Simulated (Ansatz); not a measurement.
**An Ansatz input for ZnS with Br replacing S**

```yaml
crystal:
  lattice:
    - [14.40349233, 0.0, 0.0]
    - [-10.80261925, 18.7106854, 0.0]
    - [0.0, 0.0, 23.56110501]
  atoms:
    - { symbol: Zn, position: [0.1666666666, 0.2222222222, 0.0] }
    - { symbol: Zn, position: [0.1666666666, 0.2222222222, 0.5] }
    - { symbol: Zn, position: [0.1666666666, 0.5555555556, 0.0] }
    - { symbol: Zn, position: [0.1666666666, 0.5555555556, 0.5] }
    - { symbol: Zn, position: [0.1666666666, 0.8888888889, 0.0] }
    - { symbol: Zn, position: [0.1666666666, 0.8888888889, 0.5] }
    - { symbol: Zn, position: [0.6666666666, 0.2222222222, 0.0] }
    - { symbol: Zn, position: [0.6666666666, 0.2222222222, 0.5] }
    - { symbol: Zn, position: [0.6666666666, 0.5555555556, 0.0] }
    - { symbol: Zn, position: [0.6666666666, 0.5555555556, 0.5] }
    - { symbol: Zn, position: [0.6666666666, 0.8888888889, 0.0] }
    - { symbol: Zn, position: [0.6666666666, 0.8888888889, 0.5] }
    - { symbol: Zn, position: [0.3333333334, 0.1111111111, 0.25] }
    - { symbol: Zn, position: [0.3333333334, 0.1111111111, 0.75] }
    - { symbol: Zn, position: [0.3333333334, 0.4444444444, 0.25] }
    - { symbol: Zn, position: [0.3333333334, 0.4444444444, 0.75] }
    - { symbol: Zn, position: [0.3333333334, 0.7777777778, 0.25] }
    - { symbol: Zn, position: [0.3333333334, 0.7777777778, 0.75] }
    - { symbol: Zn, position: [0.8333333334, 0.1111111111, 0.25] }
    - { symbol: Zn, position: [0.8333333334, 0.1111111111, 0.75] }
    - { symbol: Zn, position: [0.8333333334, 0.4444444444, 0.25] }
    - { symbol: Zn, position: [0.8333333334, 0.4444444444, 0.75] }
    - { symbol: Zn, position: [0.8333333334, 0.7777777778, 0.25] }
    - { symbol: Zn, position: [0.8333333334, 0.7777777778, 0.75] }
    - { symbol: Br, position: [0.1666666666, 0.2222222222, 0.1925] }
    - { symbol: S, position: [0.1666666666, 0.2222222222, 0.6925] }
    - { symbol: S, position: [0.1666666666, 0.5555555556, 0.1925] }
    - { symbol: S, position: [0.1666666666, 0.5555555556, 0.6925] }
    - { symbol: S, position: [0.1666666666, 0.8888888889, 0.1925] }
    - { symbol: S, position: [0.1666666666, 0.8888888889, 0.6925] }
    - { symbol: S, position: [0.6666666666, 0.2222222222, 0.1925] }
    - { symbol: S, position: [0.6666666666, 0.2222222222, 0.6925] }
    - { symbol: S, position: [0.6666666666, 0.5555555556, 0.1925] }
    - { symbol: S, position: [0.6666666666, 0.5555555556, 0.6925] }
    - { symbol: S, position: [0.6666666666, 0.8888888889, 0.1925] }
    - { symbol: S, position: [0.6666666666, 0.8888888889, 0.6925] }
    - { symbol: S, position: [0.3333333334, 0.1111111111, 0.4425] }
    - { symbol: S, position: [0.3333333334, 0.1111111111, 0.9425] }
    - { symbol: S, position: [0.3333333334, 0.4444444444, 0.4425] }
    - { symbol: S, position: [0.3333333334, 0.4444444444, 0.9425] }
    - { symbol: S, position: [0.3333333334, 0.7777777778, 0.4425] }
    - { symbol: S, position: [0.3333333334, 0.7777777778, 0.9425] }
    - { symbol: S, position: [0.8333333334, 0.1111111111, 0.4425] }
    - { symbol: S, position: [0.8333333334, 0.1111111111, 0.9425] }
    - { symbol: S, position: [0.8333333334, 0.4444444444, 0.4425] }
    - { symbol: S, position: [0.8333333334, 0.4444444444, 0.9425] }
    - { symbol: S, position: [0.8333333334, 0.7777777778, 0.4425] }
    - { symbol: S, position: [0.8333333334, 0.7777777778, 0.9425] }
total_charge: 1
kpoints:
  mp_grid: { grid: [3, 2, 2] }
scf:
  occupations: { method: fermi_dirac, width: 0.01 }
  max_iter: 60
hamiltonian:
  xc: pbe
  pseudopotentials: { kind: paw }
output:
  forces: true
  stress: true
  populations: true
  efg:
    quadrupole_moments_barn: { Zn: 0.122, Br: 0.2579, S: -0.0694 }
    contact_densities: true
```

```sh
ansatz run input.yaml --threads 4 --pin off --max-ram 8192MiB --backend cpu --events-out ev --progress --plain --runs-dir out
```

Q: What happens when this input is run?

A: It stops for lack of memory under the cap. The input holds a lattice typed in bohr. The program says:

```
memory limit exceeded: the `scf loop` phase needs 9.32 GiB against the run's memory maximum of 8.00 GiB; largest carriers: wavefunctions 3.91 GiB, eigensolver slots 2.03 GiB, ion tables 0.82 GiB, projector lines and product scratch 0.48 GiB, density mixer 0.46 GiB …
```

Against a sound input the change was `crystal.lattice`: [[7.622, 0.0, 0.0], [-5.7165, 9.9012684414, 0.0], [0.0, 0.0, 12.468]] → [[14.40349233, 0.0, 0.0], [-10.80261925, 18.7106854, 0.0], [0.0, 0.0, 23.56110501]]; `scf.max_iter`: not typed → 60.

With the sound settings the run converges and gives V_zz (10²¹ V/m²) Zn1 6.62 (η 0.01), Zn2 1.57 (η 0.05), Zn3 2.16 (η 0.15), Zn4 1.54 (η 0.33), Zn5 2.18 (η 0.19), Zn6 1.55 (η 0.39), among others; a site carries the number of its first atom in the input. The defect repeats with the cell of 48 atoms, so it feels its images: sites between two images don't show the values beside a lone defect, and zeros or small values of η there can come from the images' arrangement. S and Zn carry a gradient in the pure host already, so the values there aren't the defect's effect alone. A uniform background compensates the cell's charge. The neighbours have not yet relaxed around the defect (largest force 2.4 eV/Å), so a real crystal will differ.
